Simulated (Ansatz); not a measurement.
Structure relaxation, In

The start is a relaxed In cell, doubled along one cell vector, shaken by Gaussian noise of σ = 0.08 Å a coordinate. A full variable-cell relaxation at zero pressure is run with r2SCAN (plane waves to 500 eV, PAW, scalar-relativistic; Ansatz, an electronic-structure program). The first steps use a coarse 8×4×11 k-mesh.

The start:
```yaml
crystal:
  lattice:
    - [5.00940, 0.00000, 0.00000]
    - [-5.00940, 8.67654, 0.00000]
    - [0.00000, 0.00000, 3.08423]
  atoms:
    - { symbol: In, position: [0.35358, 0.34543, 0.97276] }
    - { symbol: In, position: [0.28738, 0.82074, 0.99027] }
    - { symbol: In, position: [0.66306, 0.17434, 0.99923] }
    - { symbol: In, position: [0.65667, 0.67800, 0.98334] }
```

| Property | Value |
|---|---|
| Largest initial force | 0.84 eV/Å, on In2 (atoms numbered as listed) |
| Energy released | 0.16 eV/atom |
| Relative to the parent | It does not go back: it reaches Immm (No. 71), 0.12 eV/atom below the parent |
| Band gap at the end | zero (metallic) |
| Optimiser moves | 20 |

Final structure:

Space group Immm (No. 71); a = 3.142 Å, b = 4.579 Å, c = 8.502 Å, α = β = γ = 90.00°

```
atom  site  symmetry       x       y       z
----  ----  --------  ------  ------  ------
In      4j       mm2  0.0000  0.5000  0.1697
```
(The calculation used a cell of 2 atoms; values per cell refer to that cell.)

Final values are on a 18×18×18 k-mesh of the relaxed cell. No spin polarisation in the result.

The relaxed structure here is a generated cell of In: the first start was made by placing the elements on the sites of a structure type, and the end was not matched to a known phase here, so it may be hypothetical. Known forms of In include space group No. 139.
